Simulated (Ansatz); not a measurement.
Ansatz (an electronic-structure program) input:

Ansatz 0.2 input:
```yaml
crystal:
  lattice:
    - [2.5670877719, 1.4821088161, 4.6088547741]
    - [-2.5670877719, 1.4821088161, 4.6088547741]
    - [0.0, -2.9642176323, 4.6088547741]
  atoms:
    - { symbol: Li, position: [0.7192255044, 0.7192255044, 0.7192255044] }
    - { symbol: Li, position: [0.2192255044, 0.2192255044, 0.2192255044] }
    - { symbol: Nb, position: [0.0016019337, 0.0016019337, 0.0016019337] }
    - { symbol: Nb, position: [0.5016019337, 0.5016019337, 0.5016019337] }
    - { symbol: O, position: [0.640004348, 0.8906741093, 0.2813941047] }
    - { symbol: O, position: [0.8906741093, 0.2813941047, 0.640004348] }
    - { symbol: O, position: [0.2813941047, 0.640004348, 0.8906741093] }
    - { symbol: O, position: [0.140004348, 0.7813941047, 0.3906741093] }
    - { symbol: O, position: [0.3906741093, 0.140004348, 0.7813941047] }
    - { symbol: O, position: [0.7813941047, 0.3906741093, 0.140004348] }
kpoints:
  mp_grid: { grid: [6, 6, 6] }
basis: { xc_grid: 2 }
hamiltonian:
  xc: pbesol
  pseudopotentials: { kind: paw }
scf:
  occupations: { method: fixed }
output:
  optics: { e_range: [0.0, 15.0], de: 0.05, sigma: 0.1, bands: { spectra_wanted_up_to: 12 eV } }
```

Output (shortened):

```
output.optics: the spectra are integrated over the Brillouin zone by k·p interpolation around the k-points, where levels, occupations, output.optics.sigma and …
Pseudopotential: Li, paw, valence charge 3
Pseudopotential: Nb, paw, valence charge 13
Pseudopotential: O, paw, valence charge 6
Functional definition: PBEsol
Crystal: 10 atoms, lattice volume = 105.212 Å³
Basis set: ecut = 420 eV, 2079 PW (Γ), exchange–correlation on 80×80×80 points (8 copies of the dense FFT grid, shifted against one another)
Bands: 44, of which v1, the nominal top of the filled ones, is band 34 counted from 1 (33 counted from 0)
Symmetry: 6 space group operations
Space group: R3c (ITA 161), of the structure as read, at distance tolerance 4.7e-5 Å
k-points: 32 of 216 (time reversal used)
SCF iter   1: F=—  HF=-12772.942351 eV  |F-HF|=—  |Δ(HF+E_count)|=         —  Δρ=1.73e-2  dr2=2.66e-1  ethr=1.77e-3  ⟨swp⟩=5.0  Hψ=5037  notcnv=0  defer=251
preconditioner: auto → Resta (q_TF=auto, 2.537 Å⁻¹)
SCF iter   2: F=—  HF=-12772.887423 eV  |F-HF|=—  |Δ(HF+E_count)|=   5.49e-2  Δρ=5.28e-3  dr2=2.80e-2  ethr=3.92e-4  ⟨swp⟩=2.0  Hψ=2234  notcnv=0  defer=254
SCF iter   3: F=—  HF=-12772.882041 eV  |F-HF|=—  |Δ(HF+E_count)|=   5.38e-3  Δρ=1.60e-3  dr2=2.32e-3  ethr=4.12e-5  ⟨swp⟩=2.0  Hψ=1928  notcnv=0  defer=256
SCF iter   4: F=—  HF=-12772.881818 eV  |F-HF|=—  |Δ(HF+E_count)|=   2.23e-4  Δρ=3.09e-4  dr2=7.53e-5  ethr=3.41e-6  ⟨swp⟩=2.0  Hψ=2371  notcnv=0  defer=256
SCF iter   5: F=—  HF=-12772.881843 eV  |F-HF|=—  |Δ(HF+E_count)|=   2.56e-5  Δρ=6.59e-5  dr2=6.15e-6  ethr=1.11e-7  ⟨swp⟩=3.0  Hψ=2518  notcnv=0  defer=126
SCF iter   6: F=—  HF=-12772.881840 eV  |F-HF|=—  |Δ(HF+E_count)|=   3.33e-6  Δρ=1.97e-5  dr2=3.94e-7  ethr=9.05e-9  ⟨swp⟩=3.0  Hψ=2711  notcnv=0  defer=125
SCF iter   7: F=—  HF=-12772.881840 eV  |F-HF|=—  |Δ(HF+E_count)|=   2.78e-7  Δρ=3.01e-6  dr2=8.98e-9  ethr=5.80e-10  ⟨swp⟩=2.0  Hψ=1883  notcnv=0  defer=125
SCF iter   8: F=—  HF=-12772.881840 eV  |F-HF|=—  |Δ(HF+E_count)|=   5.23e-9  Δρ=7.05e-7  dr2=7.27e-10  ethr=1.32e-11  ⟨swp⟩=2.0  Hψ=2187  notcnv=0  defer=125
SCF iter  10: F=-12772.881840 eV  HF=-12772.881840 eV  |F-HF|=3.64e-12  |Δ(HF+E_count)|=  3.82e-11  Δρ=3.55e-8  dr2=1.56e-12  ethr=1.00e-12  ⟨swp⟩=9.6  Hψ=4588  notcnv=0
SCF 1 converged in 10 iterations: F = -12772.881840 eV  dr2 = 1.56e-12
NSCF: frozen V_eff on 32 k-points
Optics k sum: 0 of 32 k-points
Optics k sum: 2 of 32 k-points
Optics k sum: 4 of 32 k-points
Optics k sum: 5 of 32 k-points
Optics k sum: 7 of 32 k-points
Optics k sum: 8 of 32 k-points
Optics k sum: 10 of 32 k-points
Optics k sum: 12 of 32 k-points
Optics k sum: 13 of 32 k-points
Optics k sum: 15 of 32 k-points
Optics k sum: 16 of 32 k-points
Optics k sum: 18 of 32 k-points
Optics k sum: 20 of 32 k-points
Optics k sum: 21 of 32 k-points
Optics k sum: 23 of 32 k-points
Optics k sum: 24 of 32 k-points
Optics k sum: 26 of 32 k-points
Optics k sum: 28 of 32 k-points
Optics k sum: 29 of 32 k-points
Optics k sum: 31 of 32 k-points
Optics k sum: 32 of 32 k-points
Optics k sum: 0 of 32 k-points
Optics k sum: 2 of 32 k-points
Optics k sum: 4 of 32 k-points
Optics k sum: 5 of 32 k-points
Optics k sum: 7 of 32 k-points
Optics k sum: 8 of 32 k-points
Optics k sum: 10 of 32 k-points
Optics k sum: 12 of 32 k-points
Optics k sum: 13 of 32 k-points
Optics k sum: 15 of 32 k-points
Optics k sum: 16 of 32 k-points
Optics k sum: 18 of 32 k-points
Optics k sum: 20 of 32 k-points
Optics k sum: 21 of 32 k-points
Optics k sum: 23 of 32 k-points
Optics k sum: 24 of 32 k-points
Optics k sum: 26 of 32 k-points
Optics k sum: 28 of 32 k-points
Optics k sum: 29 of 32 k-points
Optics k sum: 31 of 32 k-points
Optics k sum: 32 of 32 k-points
NSCF: frozen V_eff on 1 k-points
NSCF: frozen V_eff on 1 k-points
NSCF: frozen V_eff on 1 k-points
output.optics: what the bands over the 64 summed would add to eps1, eps2 and the energy-loss function is held between a lower and an upper bound (9 Lanczos …
SCF converged after 10 iterations
Free energy (F): -12772.881840 eV
Harris-Foulkes:  -12772.881840 eV  (|F-HF|=3.64e-12)
Internal energy: -12772.881840 eV  (E = F + TS)
E sigma→0 (E₀):  -12772.881840 eV
Fermi energy:    7.262617 eV
--- Per-component energies (eV) ---
  E_band       = -518.416949
  E_kinetic    = 1883.316935
  E_local      = -4251.912437  (includes V_loc(G=0)·N_el)
  E_nonlocal   = 455.616511
  E_hartree    = 1430.574629
  E_xc         = -808.822334
  E_vxc        = -1015.302254  (∫ρ·V_xc dr)
  E_paw        = -6985.538437  (= ΣΔE_a)
  E_vpaw       = -451.299703  (= ΣTr[D̂ρ^β])
  E_aug_tail   = 0.014727  (compensation charges beyond the density's cutoff)
  E_ewald      = -4496.720580
  E_core_change = 0.589145  (= ΣΔE_core)
  E_smearing   =  0.000000  (= −TS)
  E_closure    = 0.000000  (closes the sum)
  Σ components = -12772.881840   (vs F -12772.881840, Δ=0.00e0)
  [band-id]    e_kinetic+e_local+e_nonlocal+2·e_hartree+e_vxc+e_vpaw+e_augmentation_tail = -518.416964   (vs E_band -518.416949, Δ=-1.52e-5)
--- Band table (eV; the first three rows and the last of 32) ---
  k-point 0: bands = ["-46.7241", "-46.7080", "-34.5717", "-34.5686", "-23.1060", "-23.1060", "-23.0265", "-22.9388", "-22.9388", "-22.8290", "-9.6575", "-8.9726", "-8.9726", "-8.0144", "-7.7979", "-7.7979", "2.7586", "2.7586", "2.9295", "3.0151", "3.0151", …
  k-point 1: bands = ["-46.7230", "-46.7090", "-34.5715", "-34.5688", "-23.0968", "-23.0954", "-23.0131", "-22.9517", "-22.9506", "-22.8421", "-9.5444", "-8.9094", "-8.9065", "-8.0932", "-7.9106", "-7.8903", "2.6905", "2.7907", "3.0864", "3.2773", "3.2958", …
  k-point 2: bands = ["-46.7200", "-46.7119", "-34.5710", "-34.5694", "-23.0700", "-23.0661", "-22.9859", "-22.9827", "-22.9765", "-22.8782", "-9.2331", "-8.7399", "-8.7244", "-8.3376", "-8.1763", "-8.1265", "2.8398", "3.0046", "3.3646", "3.7851", "3.8487", …
  k-point 31: bands = ["-46.7160", "-46.7160", "-34.5702", "-34.5702", "-23.0240", "-23.0240", "-23.0240", "-23.0240", "-22.9312", "-22.9312", "-8.8818", "-8.8818", "-8.4174", "-8.4174", "-8.4174", "-8.4174", "3.7176", "3.7176", "3.7176", "3.7176", "3.9246", …
```

Cost: roughly 4 core-minutes on shared cores.

The PBEsol relaxation kept the symmetry of its start. No spin polarisation was allowed. Spin–orbit coupling is left out wherever it is not named.

Potentials: the later of the program's two PAW sets.

Ansatz is a plane-wave DFT program.
